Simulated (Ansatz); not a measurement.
ZnCu₂SnS₄ (kesterite type, space group I-4)

```
CELL_PARAMETERS angstrom
     -2.70703     2.70703     5.41081
      2.70703    -2.70703     5.41081
      2.70703     2.70703    -5.41081
ATOMIC_POSITIONS crystal
  Cu 0.00000 0.00000 0.00000
  Cu 0.75000 0.25000 0.50000
  Zn 0.25000 0.75000 0.50000
  Sn 0.50000 0.50000 0.00000
  S  0.63521 0.62870 0.52216
  S  0.10654 0.11306 0.47784
  S  0.37130 0.89346 0.00652
  S  0.88694 0.36479 0.99348
```

The slice is a (1 0 -1) plane (indices of the conventional cell) through the point (0.500, 0.500, 0.000) (fractional), spanned by u = [101] and v = [121] in vectors of this cell: u (5.41 Å) and v (12.10 Å, at 90° to u). It covers one period; positions are fractions (u, v).

Level of theory: r2SCAN (plane waves to 500 eV, PAW, scalar-relativistic; Ansatz, a quantum-chemistry and plane-wave program). k mesh 9×9×9. These are valence fields of a PAW run, semicore shells included where kept as valence: close to a nucleus they are smooth pseudo fields. ZnCu2SnS4 is run without spin polarisation. ZnCu2SnS4 was relaxed with its symmetry unable to fall.

Problem. Sketch the electrostatic potential energy of an electron, from the cell's mean on this plane as a map.

Solution. 
```
|xxx068999860xx|
|xx03799997520x|
|0026899973x000|
|556899984xxxx3|
|788998762xxxx5|
|889998752xxxx6|
|8889987653x157|
|66677887777777|
|44201588999875|
|42xxxx68999875|
|52xxxx57888876|
|74xxxx35567888|
|87400000026889|
|997520xxx02789|
|99860xxxxx0689|
|99850xxxxx0589|
|99860xxxxx0689|
|997520xxx03799|
|973x0000026899|
|84xxxx35568999|
|62xxxx57889987|
|52xxxx68899987|
|653x1578889987|
|77777776667788|
|89998754420158|
|899987542xxxx6|
|788887652xxxx5|
|556788874xxxx3|
|00268898740000|
|xx02789997520x|
|xxx068999860xx|
|xxx058999850xx|
```
Scale: ten equal steps from -1.00 (start of '0') to 7.58 (end of '9'), in the order '0123456789'. Values: electrostatic potential energy of an electron, from the cell's mean, in eV. The map has 14 points along u (one character each, u = 0 at the left) and 32 along v (v = 0 in the bottom row). Points within 1 Å of a nucleus are blanked (x), as the pseudised field means little there. Values under -1 eV are set to -1. The zero, the cell's mean, hangs on the PAW cores.
